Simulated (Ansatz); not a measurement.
# Hydrogen-ended wire of C, C40H20

Ansatz, PAW, plane waves. PBEsol relaxation at a 1×1×8 mesh; single points on the relaxed atoms at a 1×1×6 mesh, onto which points of the small cell's zone fold. No spin–orbit coupling unless named.

Relaxed structure:

```
C H
1.0
    15.41493  -15.41493    0.00000
     0.00000    0.00000   21.80000
    -1.77690   -1.77690    0.00000
C H
40 20
Cartesian
  5.9377 -5.9385 7.3607
  5.9314 -5.9362 10.9060
  5.8276 -5.8326 14.4873
  9.4753 -9.4833 7.3618
  9.4806 -9.4844 10.9069
  9.5834 -9.5870 14.4885
  3.2511 -5.0340 11.7151
  6.8180 -8.5991 8.2448
  6.8175 -8.5987 11.8523
  6.8169 -8.5982 15.3872
  10.3837 -12.1634 11.7171
  4.1480 -4.1541 10.8615
  7.7066 -7.7107 7.3454
  7.7060 -7.7103 10.9468
  7.7055 -7.7098 14.5315
  11.2640 -11.2667 10.8634
  5.0407 -6.8186 8.2375
  5.0361 -6.8178 11.7925
  4.7662 -6.5481 15.3192
  8.5951 -10.3797 8.2385
  8.5988 -10.3795 11.7934
  8.8679 -10.6483 15.3203
  4.1696 -5.9542 9.1309
  4.1229 -5.9049 12.6246
  7.7001 -9.4840 9.1373
  7.7257 -9.5064 12.7404
  5.0393 -5.0463 9.9978
  5.0061 -5.0112 13.4793
  6.9237 -10.2752 6.5022
  8.5899 -8.5958 10.0319
  8.6243 -8.6282 13.6458
  5.9355 -7.7140 9.1368
  5.9089 -7.6906 12.7399
  9.4660 -11.2439 9.1323
  9.5117 -11.2922 12.6261
  6.7129 -6.9234 6.5017
  6.8224 -6.8251 10.0314
  6.7869 -6.7916 13.6452
  10.3729 -10.3747 9.9992
  10.4051 -10.4087 13.4808
  5.2855 -5.2904 6.7367
  10.1277 -10.1315 6.7382
  2.6146 -4.3976 12.3667
  6.2138 -7.9948 16.0641
  7.4196 -9.2012 16.0647
  11.0200 -12.7997 12.3690
  3.5253 -3.5312 10.1842
  11.8868 -11.8898 10.1864
  4.0036 -5.7854 15.5870
  5.1236 -6.9056 16.2944
  8.5108 -10.2910 16.2957
  9.6305 -11.4111 15.5877
  3.5273 -5.3116 8.4851
  4.3418 -4.3467 14.0765
  7.6335 -9.5587 6.2256
  8.4374 -8.7535 5.4556
  10.1084 -11.8867 8.4868
  5.1994 -8.4449 5.4551
  6.0035 -7.6400 6.2244
  11.0691 -11.0730 14.0784
```

Question: What are the mean bond lengths by pair (pairs within 1.2 times the sum of covalent radii, less contacts 15 % beyond the pair's median; cation–cation pairs of compounds aside; long ionic contacts are cut short by that bound)?

Answer: C–C 1.538 ± 0.017 Å (standard deviation, 70 bonds); C–H 1.101 ± 0.020 Å (standard deviation, 20 bonds).

Question: What gap lies between the top filled and the lowest empty level in the single points?

Answer: HSE06 2.98 eV (13 min on 7 threads of Neoverse-V2).
